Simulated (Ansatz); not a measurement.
TiCdO$_{3}$:
```cif
data_Cd2O6Ti2
_chemical_formula_sum 'Ti2 Cd2 O6'
_space_group_name_H-M_alt 'P 1'
_space_group_IT_number 1
_cell_length_a 5.78482
_cell_length_b 5.78482
_cell_length_c 5.78482
_cell_angle_alpha 53.764
_cell_angle_beta 53.764
_cell_angle_gamma 53.764
loop_
_space_group_symop_operation_xyz
  'x, y, z'
loop_
_atom_site_label
_atom_site_type_symbol
_atom_site_fract_x
_atom_site_fract_y
_atom_site_fract_z
_atom_site_occupancy
Ti1 Ti 0.85042 0.85042 0.85042 1
Ti2 Ti 0.14958 0.14958 0.14958 1
Cd1 Cd 0.63657 0.63657 0.63657 1
Cd2 Cd 0.36343 0.36343 0.36343 1
O1 O 0.80343 0.43772 0.03636 1
O2 O 0.19657 0.56228 0.96364 1
O3 O 0.03636 0.80343 0.43772 1
O4 O 0.96364 0.19657 0.56228 1
O5 O 0.43772 0.03636 0.80343 1
O6 O 0.56228 0.96364 0.19657 1
```

Relaxed with PBEsol.

**Question.** Tabulate the valence density and the electron localisation function along the shortest Cd–O contact (2.21 Å), PBEsol (plane waves, PAW; program Ansatz).

**Answer.** 

```tsv
distance from Cd (Å)	density (e/Å³)	ELF
0.22	21.67	0.84
0.33	16.80	0.75
0.44	11.77	0.64
0.55	7.41	0.55
0.66	4.20	0.47
0.77	2.19	0.37
0.88	1.12	0.25
0.99	0.65	0.15
1.10	0.48	0.12
1.22	0.48	0.20
1.33	0.62	0.45
1.44	0.90	0.70
1.55	1.43	0.80
1.66	2.38	0.81
1.77	3.75	0.77
1.88	5.25	0.65
1.99	6.52	0.47
```

The density is the valence pseudo-density with augmentation charge, so density and ELF within about 1 Å of a nucleus are not all-electron values.

Space group R-3. The workflow started from a Materials Project entry (that database holds measured and hypothetical structures alike); the Crystallography Open Database files this formula in space group No. 148, but the cells were not matched. Whether it is the stable phase at ambient conditions was not checked. Symmetry was held in the PBEsol relaxation; whether a distortion lowers the energy is not shown. The run is not spin-polarised.

Potentials: the later of the program's two PAW sets.
